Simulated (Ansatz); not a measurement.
ScRhN₂:
```cif
data_N6Rh3Sc3
_chemical_formula_sum 'Sc3 Rh3 N6'
_space_group_name_H-M_alt 'R-3m :H'
_space_group_IT_number 166
_space_group_name_Hall '-R 3 2"'
_cell_length_a 3.27945
_cell_length_b 3.27945
_cell_length_c 17.54324
_cell_angle_alpha 90.000
_cell_angle_beta 90.000
_cell_angle_gamma 120.000
loop_
_atom_site_label
_atom_site_type_symbol
_atom_site_symmetry_multiplicity
_atom_site_Wyckoff_symbol
_atom_site_fract_x
_atom_site_fract_y
_atom_site_fract_z
_atom_site_occupancy
Sc1 Sc 3 b 0.00000 0.00000 0.50000 1
Rh1 Rh 3 a 0.00000 0.00000 0.00000 1
N1 N 6 c 0.00000 0.00000 0.10456 1
```
(The calculation used a cell of 4 atoms; values per cell refer to that cell.)

Relaxed at zero pressure with PBE in the plane-wave PAW code Ansatz.

**Question.** The volume is lowered by 3 % and shape and atoms relax at that volume. What pressure results, and how do the axes share the change?

**Answer.** 3.8 GPa; a -1.6 %, b -1.6 %, c 0.2 %; the energy rises by 5 meV/atom.

**Question.** Give the new structure.

**Answer.** 
Space group R-3m, hexagonal axes (No. 166); a = b = 3.227 Å, c = 17.578 Å, α = β = 90.00°, γ = 120.00°

```csv
atom,site,symmetry,x,y,z
Sc,3b,-3m,0.0000,0.0000,0.5000
Rh,3a,-3m,0.0000,0.0000,0.0000
N,6c,3m,0.0000,0.0000,0.1041
```

The phase is kept; no other phase was compared at this pressure.

The start of the workflow was typed in or built on a structure type; neither database checked (COD, Materials Project) lists it. Its standing as an ambient phase is unchecked. The cell was relaxed with PBE under the symmetry of its start; its stability against distortions is not shown here. The workflow began spin-polarised and lost its moments.

Potentials: the later of the program's two PAW sets.
